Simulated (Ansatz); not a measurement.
Input:

TaTe4I:
```cif
data_I2Ta2Te8
_chemical_formula_sum 'Ta2 Te8 I2'
_space_group_name_H-M_alt 'P-1'
_space_group_IT_number 2
_space_group_name_Hall '-P 1'
_cell_length_a 6.74546
_cell_length_b 7.97260
_cell_length_c 8.65955
_cell_angle_alpha 112.827
_cell_angle_beta 102.471
_cell_angle_gamma 100.966
loop_
_space_group_symop_operation_xyz
  'x, y, z'
  '-x, -y, -z'
loop_
_atom_site_label
_atom_site_type_symbol
_atom_site_symmetry_multiplicity
_atom_site_Wyckoff_symbol
_atom_site_fract_x
_atom_site_fract_y
_atom_site_fract_z
_atom_site_occupancy
Ta1 Ta 2 i 0.24950 0.00110 0.99908 1
Te1 Te 2 i 0.11980 0.32693 0.17112 1
Te2 Te 2 i 0.03001 0.87608 0.20272 1
Te3 Te 2 i 0.61604 0.14353 0.30557 1
Te4 Te 2 i 0.46220 0.75044 0.07458 1
I1 I 2 i 0.24854 0.40041 0.57173 1
```

This is the r²SCAN+D4-relaxed structure.

Q: All from r²SCAN+D4 (plane waves, PAW; program Ansatz), unless another level is named. Give the smallest direct gap on the standard path.

A: 0.51 eV.

Q: What about the electron effective mass?

A: 0.32, 1.2, 2.7 mₑ (principal values).

Q: What about the weight of the valence-edge state by species (Voronoi cells)?

A: Te 67 %, Ta 22 %, I 12 %.

Q: And the weight of the conduction-edge state by species (Voronoi cells)?

A: Te 69 %, Ta 29 %, I 2 %.

The workflow started from a Materials Project entry (that database holds measured and hypothetical structures alike); the Crystallography Open Database copy checked does not list it. Entries of such low symmetry are often ordered models of mixed-site phases. Whether it is the stable phase at ambient conditions was not checked. The r²SCAN+D4 relaxation kept the symmetry of its start; its stability against distortions is not shown here. The run is not spin-polarised. Spin–orbit coupling is left out wherever it is not named.

Potentials: the later of the program's two PAW sets.
